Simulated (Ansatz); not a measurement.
K3Hf2Au3, a known structure type with other elements, at an estimated volume

```yaml
crystal:
  lattice:
    - [6.01107, 0.00000, 0.00000]
    - [-3.00554, 5.20574, 0.00000]
    - [-3.00554, 1.73525, 6.95698]
  atoms:
    - { symbol: K, position: [0.50000, 0.50000, 0.50000] }
    - { symbol: Au, position: [0.50000, 0.00000, 0.00000] }
    - { symbol: Au, position: [0.00000, 0.50000, 0.00000] }
    - { symbol: Au, position: [0.50000, 0.50000, 0.00000] }
    - { symbol: Hf, position: [0.24230, 0.75770, 0.72690] }
    - { symbol: Hf, position: [0.75770, 0.24230, 0.27310] }
    - { symbol: K, position: [0.08070, 0.91930, 0.24210] }
    - { symbol: K, position: [0.91930, 0.08070, 0.75790] }
```

Single point in Ansatz 0.2.0 with PBE, no spin polarisation. Cutoff 420 eV, PAW datasets, 5×5×5 Γ-centred k mesh, cold filling (width 0.0812 eV).

Q: Describe some of the short contacts.

A: Au–Hf at 2.57 Å: least valence density 0.50 e/Å³ and ELF 0.26 there. Au–Au at 3.01 Å: least valence density 0.27 e/Å³ and ELF 0.26 there. K–K at 3.37 Å: least valence density 0.03 e/Å³ and ELF 0.01 there, so no covalent bond. These are pseudo-fields; inside the PAW spheres they differ from the all-electron ones.

Q: Which element gives electrons and which takes them?

A: Bader charges in e: K +0.61, Hf +0.46, Au -0.92. In the mean K gives up most and Au takes most.

Q: What is the formation energy?

A: 0.53 eV an atom against the elements' usual phases (free molecules for gases, crystals otherwise, with no correction for O₂ or N₂), so at this geometry it isn't bound against them. Relaxing would lower it.

Q: Where is the largest force?

A: The largest is on Hf5 (and as large on other atoms): 2.15 eV/Å, components (0.00, 0.00, -2.15). It makes 138° with the line to a nearest neighbour, Au2 at 2.57 Å, pointing away from it.

Q: Metal or insulator?

A: It is a metal, with about 6.7 states/eV a cell as the mean within 0.25 eV of the Fermi level, mostly Hf d (71 %).

Origin: a known structure type with other elements, at an estimated volume, so it need not be a known compound. Caveats: atoms or cell far from equilibrium.
